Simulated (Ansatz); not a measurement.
Theory: DFT PBE, scalar-relativistic, plane waves, PAW (Ansatz). All cells share a 420 eV cutoff and Γ-centred k meshes spaced at most about 0.3 Å⁻¹ (about 0.25 or finer for metals, 2π included). No spin polarisation in the final relaxations.

All energies are static (0 K, no zero-point motion). All come from trial cells, and lower structures may exist.

Problem. Order these relaxed structures of Al2O by energy, lowest first, with the energy over the lowest of them.
A. Space group P4_2/mmc (No. 131), tetragonal, a = 3.422 Å, c = 9.227 Å. Around Al on a site of symmetry -4m2 lie 4 Al at 2.87 Å, 8 O at 3.34 Å and 4 Al at 3.42 Å; Al on a site of symmetry mmm has 2 O at 1.71 Å and 4 Al at 2.87 Å; O is surrounded by 2 Al at 1.71 Å and 8 Al at 3.34 Å.
B. Space group P4/mmm (No. 123), tetragonal, a = 2.637 Å, c = 14.361 Å. Around Al on a site of symmetry 4mm lie 4 O at 1.97 Å, 4 Al at 2.64 Å and 4 Al at 2.96 Å; around Al on a site of symmetry 4/mmm lie 4 Al at 2.64 Å; around Al on a second site of symmetry 4/mmm lie 4 Al at 2.64 Å, 2 O at 2.93 Å and 8 Al at 2.96 Å; O has 4 Al at 1.97 Å, 4 O at 2.64 Å and 1 Al at 2.93 Å.
C. Space group I4/mmm (No. 139), tetragonal, a = 3.971 Å, c = 5.802 Å. Al has 2 O at 1.99 Å; around O lie 4 Al at 1.99 Å.
D. Space group Fmmm (No. 69), orthorhombic, a = 5.005 Å, b = 5.928 Å, c = 6.254 Å. Al has 2 O at 2.00 Å and 2 Al at 2.50 Å; O is surrounded by 4 Al at 2.00 Å.

Solution. B (0 meV/atom), A (370 meV/atom), D (401 meV/atom), C (458 meV/atom). Forms: B P4/mmm; A P4_2/mmc; D Fmmm; C I4/mmm. Counting O atoms around Al (those within 1.25 times the shortest such distance or 1.15 times the sum of covalent radii; the shortest distance is added where it is long for a bond; a slash parts the counts of unlike sites): B has Al 2 from 2.9 Å/4/8 from 4.6 Å; A has Al 2/8 from 3.3 Å; D has Al 2; C has Al 2.

Weakly bound directions are ill-defined at this level, which has no dispersion term (P4/mmm), and this can change margins and order among such cells. Cells relaxed within their symmetry can be saddle points. The part of the Crystallography Open Database at hand lists Al2O in space group No. 225, which no cell shown has. Some types were kept out of the candidates beforehand, so the set may lack a known form.
